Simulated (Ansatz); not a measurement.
# NaOsF3: reading a single point

```
Na Os F
1.0
     3.16694    0.00000    0.00000
     1.58347   -5.15185    0.00000
     0.00000    0.00000   -7.52816
Na Os F
2 2 6
Direct
  0.74570 0.50860 0.75000
  0.25430 0.49140 0.25000
  0.00000 0.00000 0.00000
  0.00000 0.00000 0.50000
  0.08420 0.83160 0.75000
  0.91580 0.16840 0.25000
  0.62780 0.74440 0.05630
  0.37220 0.25560 0.55630
  0.37220 0.25560 0.94370
  0.62780 0.74440 0.44370
```

The numbers come from plane-wave PAW DFT (Ansatz): PBE, no spin polarisation, 420 eV, 9×9×4 Γ-centred k points, fermi-dirac occupations (width 0.1 eV). Nothing was relaxed.

Question: What do density and ELF say about some of the short contacts?

Answer: Os–F at 2.07 Å: least valence density 0.54 e/Å³ and ELF 0.06 there. Na–F at 2.30 Å: least valence density 0.13 e/Å³ and ELF 0.02 there. Both are smooth PAW fields, read partly inside the augmentation spheres.

Question: Is it stable against the elements?

Answer: -1.24 eV an atom against the elements' usual phases (free molecules for gases, crystals otherwise, with no correction for O₂ or N₂), so it is bound against them; other compounds may still compete. Relaxing would lower it.

Question: Where is the largest force?

Answer: The largest is on F6 (and as large on other atoms): 0.80 eV/Å, components (0.00, -0.80, 0.00). It makes 115° with the line to a nearest neighbour, Os3 at 2.07 Å.

Question: Is there a gap?

Answer: Counting bands on this mesh leaves a gap of 0.19 eV, but it is narrow, so a finer mesh and a narrower smearing would have to settle it.

Question: What does the stress say?

Answer: The pressure is 7.0 GPa (compression positive), so with the atoms held at these fractions the cell would first expand. The principal stresses 4.0, 5.3, 11.8 GPa differ, so its shape would change too.

Origin: a known structure type with other elements, at an estimated volume, so it need not be a known compound. Caveats: the gap is not wide against the smearing.
